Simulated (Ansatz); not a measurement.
System: CuI (zinc blende type), 2 atoms in the cell.

Method: PBE, all-electron LAPW, point nucleus (Ansatz).

k-mesh 8×8×8 Γ-centred; Fermi–Dirac smearing of 0.1 eV; no spin polarisation; no spin–orbit coupling.

```
CELL_PARAMETERS angstrom
0.00000 3.04500 3.04500
3.04500 0.00000 3.04500
3.04500 3.04500 0.00000
ATOMIC_POSITIONS crystal
Cu 0.00000 0.00000 0.00000
I 0.25000 0.25000 0.25000
```

What pressure does the calculation give?

The pressure is -0.20 GPa, so at these settings the cell is stretched and would shrink.
